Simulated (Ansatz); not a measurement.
TlIO₃:
```
CELL_PARAMETERS angstrom
      3.14488     1.81570     2.64413
     -3.14488     1.81570     2.64413
      0.00000    -3.63140     2.64413
ATOMIC_POSITIONS crystal
  Tl 0.00568 0.00568 0.00568
  I  0.50224 0.50224 0.50224
  O  0.90491 0.46242 0.46242
  O  0.46242 0.90491 0.46242
  O  0.46242 0.46242 0.90491
```

Relaxed with r²SCAN+D4.

Question: Give the Bader charges and basin volumes of the independent atoms, the program Ansatz at the r²SCAN+D4 level (PAW).

Answer: 

```tsv
atom	Bader charge (e)	Bader volume (Å³)
Tl1	+0.82	28.6
I2	+2.68	15.1
O3	-1.17	15.6
```

Space group R3m. The workflow started from a Materials Project entry (that database holds measured and hypothetical structures alike); the Crystallography Open Database copy checked does not list it. Whether it is the stable phase at ambient conditions was not checked. The cell was relaxed with r²SCAN+D4 under the symmetry of its start; whether a distortion lowers the energy is not shown. Spin–orbit coupling is left out wherever it is not named.

Potentials: the later of the program's two PAW sets.
